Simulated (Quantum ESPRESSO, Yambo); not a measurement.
**G0W0 results for LiC at -1.5 % isotropic strain**

```cif
data_C2Li2
_chemical_formula_sum 'Li2 C2'
_space_group_name_H-M_alt 'P 1'
_space_group_IT_number 1
_cell_length_a 3.94027
_cell_length_b 3.94027
_cell_length_c 3.94027
_cell_angle_alpha 126.934
_cell_angle_beta 106.144
_cell_angle_gamma 96.953
loop_
_space_group_symop_operation_xyz
  'x, y, z'
loop_
_atom_site_label
_atom_site_type_symbol
_atom_site_fract_x
_atom_site_fract_y
_atom_site_fract_z
_atom_site_occupancy
Li1 Li 0.73925 0.23925 0.50000 1
Li2 Li 0.26075 0.76075 0.50000 1
C1 C 0.86729 0.00000 0.86729 1
C2 C 0.13271 0.00000 0.13271 1
```

The PBEsol cell relaxed from Materials Project entry mp-1378 was given an isotropic strain of -1.5 % on all lattice vectors, and the atoms were relaxed again.

Starting point: PBEsol (Quantum ESPRESSO, PseudoDojo norm-conserving, 82 Ry, without SOC). G0W0 in Yambo: 6×6×6 Γ-centred k mesh, bands 3 to 82 and a 8 Ry block in the screening, 82 bands in G with the Bruneval-Gonze terminator, plasmon pole fitted at 27.2 eV.

```
Item                                                                     Value
---------------------------------------------------------------------  -------
PBEsol gap along the band path                                         3.05 eV
PBEsol gap between the mesh's edge points ((0.167, 0.167, 0.333) → Γ)  3.10 eV
G0W0 gap between the same points                                       5.35 eV
PBEsol smallest direct gap on the mesh (at Γ)                          3.32 eV
G0W0 direct gap at that point                                          5.63 eV
```

```
k point                band  E PBEsol (eV)  E QP (eV)  shift (eV)     Z
---------------------  ----  -------------  ---------  ----------  ----
Γ                        VB          -0.22      -1.41       -1.18  0.79
Γ                        CB           3.10       4.22        1.12  0.81
(0, -0.5, 0)             VB          -0.84      -2.12       -1.28  0.77
(0, -0.5, 0)             CB           3.30       4.39        1.09  0.81
(0.167, 0.167, 0.333)    VB           0.00      -1.13       -1.13  0.78
(0.167, 0.167, 0.333)    CB           3.88       4.78        0.90  0.81
```

Energies count from the PBEsol valence-band maximum.

Convergence of the G0W0 settings was not tested.
